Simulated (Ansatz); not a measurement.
## Cu₃Pt: enthalpy against pressure

Cu₃Pt, Pm-3m, a = 3.684 Å. The structure is a COD entry; whether it is the stable form wasn't checked. Ansatz: r2SCAN, PAW, 500 eV, Γ-centred 12×12×12 mesh on 4 atoms, Gaussian smearing 0.10 eV; no spin polarisation. Cell and atoms are relaxed at each pressure, and no other structure is tried, so the rows at high pressure may lie past a change of phase. y is the enthalpy over the state at zero pressure; there V0 = 12.496 Å³/atom. The pressures are the targets, met within 0.05 GPa.

```
P (GPa) y (eV/atom)
   -3.0      -0.2359
    0.0       0.0000
    3.0       0.2322
    8.0       0.6118
   15.0            ?
   30.0       2.1966
   60.0       4.1975
```

Question: Fit y = c1 P + c2 P² + c3 P³ to the other rows, say what c1 and c2 mean, and predict the missing value.

Answer: Least squares on the rows shown. y = 0.077915 P − 0.00018052 P² + 7.9844×10⁻⁷ P³. Since dH/dP = V, c1 is V0: 0.077915 eV/GPa × 160.2 = 12.482 Å³ against 12.496; c2 = −V0/(2B0) gives B0 = 216 GPa, where a Birch–Murnaghan fit to the volumes of the same runs (not shown) gives 190 GPa: a cubic over this range folds the higher terms into c2. At P = 15.0 the fit asked for gives 1.1308 eV/atom. The run gave 1.1299 eV/atom, so the fit is 0.0009 eV/atom too high, 0.02 % of the span of the series, against an rms of 0.0003 eV/atom on the fitted rows. With a term in P⁴ added, a fit to the same known rows predicts 1.1296 eV/atom, so most of the miss is curvature that the known rows already hold.

Spin–orbit coupling is left out, which can shift energies with elements as heavy as these.